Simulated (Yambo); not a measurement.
A G0W0@PBEsol run in Yambo for RhAgO₂ (space group R-3m, No. 166) (4×4×4 Γ-centred k mesh, bands 9 to 112 and a 8 Ry block in the screening, 112 bands in G with the Bruneval-Gonze terminator, plasmon pole fitted at 27.2 eV) gives these matrix elements, in eV, at the band edges (Z → (0.25, -0.5, -0.5)):

```csv
state,E0,<Vxc>,<Σx>,<Σc(E0)>,Z
valence edge,0.000,-21.884,-26.279,4.508,0.767
conduction edge,0.763,-20.862,-17.259,-2.890,0.784
```

Q: Solve the linearised quasiparticle equation for both states, give the gap, and say how exchange and correlation each act on it.

A: E = E0 + Z(Σx + Σc − Vxc). Valence: 0.000 + 0.767 × (-26.279 + (4.508) − (-21.884)) = 0.09 eV. Conduction: 0.763 + 0.784 × (-17.259 + (-2.890) − (-20.862)) = 1.32 eV. The gap is 1.24 eV, against 0.76 eV in PBEsol. Replacing Vxc by bare exchange alone would open it by 8.00 eV; correlation takes back 7.40 eV of that, and Z scales what is left. Convergence of the G0W0 settings was not tested. The mesh misses a band edge: along a dense path the PBEsol gap is 0.43 eV against 0.76 eV on the mesh. Spin-orbit splittings are left out.

Geometry relaxed with PBEsol; primitive cell a = b = c = 6.4373 Å, α = β = γ = 27.44°.

The structure is a Materials Project entry; no match was found in the copy of COD used, and its stability was not checked.
